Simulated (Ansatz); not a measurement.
WSe2 in the 2H-MoS2-type structure, relaxed with r2SCAN+rVV10, was run in Ansatz under altered settings. All numbers are computed, without spin polarisation but where a row says otherwise.

```
W Se
1.0
     3.29967    0.00000    0.00000
    -1.64983    2.85760    0.00000
     0.00000    0.00000   13.14870
W Se
2 4
Direct
  0.33333 0.66667 0.25000
  0.66667 0.33333 0.75000
  0.66667 0.33333 0.37666
  0.66667 0.33333 0.12334
  0.33333 0.66667 0.87666
  0.33333 0.66667 0.62334
```

The base run's other keys:
```yaml
kpoints:
  mp_grid: { grid: [6, 6, 2] }
hamiltonian:
  xc: pbesol
scf:
  occupations: { method: fixed }
  n_extra_bands: 5
```

It takes 7 iterations with 2479 plane waves at 420 eV and 14 k points, and leaves a mean stress of -1.45 GPa. The gap over this mesh is 1.009 eV.

Outcomes, with energy and stress as changes against the base:
```tsv
setting	outcome	ΔF (meV/atom)	Δ mean stress (GPa)	gap on the mesh (eV)	iterations
scf.occupations: cold 0.001	converged	0.0	0.00	1.009	7
basis.ecutwfc: -100	refused	–	–	–	–
scf.occupations: tetrahedron	converged, warned	0.0	–	1.009	7
scf.mixing.beta: 0.05	converged	0.0	0.00	1.009	8
scf.occupations: fermi_dirac 0.05	converged	0.0	0.00	1.009	7
scf.n_extra_bands: 1	converged	0.0	0.00	1.009	7
hamiltonian.dispersion: d2	refused	–	–	–	–
accuracy: high	converged	0.0	0.00	1.009	10
basis.ecutwfc: 200	converged, warned	+3181	-0.86	1.058	8
hamiltonian.xc: b3pw	refused	–	–	–	–
hamiltonian.xc: pw91	refused	–	–	–	–
```
A dash marks a value that wasn't obtained or can't be compared. Stress is positive in compression.

- basis.ecutwfc: -100. The input is refused before any iteration. Error: invalid value for `basis.ecutwfc`: must be finite and > 0; got -100 eV
- scf.occupations: tetrahedron. Energy, stress and gap stay within 1 meV an atom, 0.1 GPa and 0.005 eV of the base. Warned: band table not solved further, tetrahedron derivatives may miss energy slope.
- hamiltonian.dispersion: d2. The program doesn't start. Error: YAML parse error: line 17 column 15: hamiltonian.dispersion: `d2` is not `none`, `rvv10`, `d3bj`, `d3bjatm`, `d4` or a map `{method: …, s8: …, a1: …, a2_bohr: …}` (numbers without units, a2 in bohr) or `{method: …, functional: …}`
- basis.ecutwfc: 200. 811 plane waves in place of 2479. The free energy moves by +3181 meV an atom, the mean stress by -0.86 GPa and the gap on the mesh by +0.049 eV (to 1.058). The basis is too small: these are errors of the cutoff. Warned: cutoff below recommended.
- hamiltonian.xc: b3pw. The program doesn't start. Error: YAML parse error: line 16 column 7: hamiltonian.xc: unknown variant `b3pw`, expected one of […]
- hamiltonian.xc: pw91. The input is refused before any iteration. Error: YAML parse error: line 16 column 7: hamiltonian.xc: unknown variant `pw91`, expected one of […]

Within 1 meV an atom, 0.1 GPa and 0.005 eV of the base stay: scf.occupations: cold 0.001; scf.occupations: tetrahedron; scf.mixing.beta: 0.05; scf.occupations: fermi_dirac 0.05; scf.n_extra_bands: 1; accuracy: high.

Spin-orbit coupling is left out, which matters wherever the heavy atoms make up the band edges.
